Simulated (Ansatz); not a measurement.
MgTe (NiAs type, P6_3/mmc) at seven volumes, plane-wave PAW PBEsol (Ansatz code), shape and atoms relaxed at each. One row is withheld.

```tsv
V (Å³/atom)	P (GPa)
23.447	5.73
24.220	3.51
24.993	?
25.766	0.00
26.539	-1.39
27.312	-2.57
28.085	-3.59
```

Question: Fit the shown pressures and predict the withheld one.

Answer: Third-order Birch–Murnaghan: P = (3/2)B₀(x^(7/2) − x^(5/2))[1 + (3/4)(B′ − 4)(x − 1)] with x = (V₀/V)^(2/3). Least squares on the six rows gives V₀ = 25.765 Å³/atom, B₀ = 49.86 GPa, B′ = 4.19. At V = 24.993, x = 1.0205 and P = 1.62 GPa. The run itself gave 1.62 GPa.

The workflow started from a Materials Project entry (that database holds measured and hypothetical structures alike); the Crystallography Open Database copy checked does not list it. COD files the formula under space group No. 186. Its standing as an ambient phase is unchecked. The cell was relaxed with PBEsol under the symmetry of its start; whether a distortion lowers the energy is not shown. Spin–orbit coupling is left out wherever it is not named.

Potentials: the later of the program's two PAW sets.
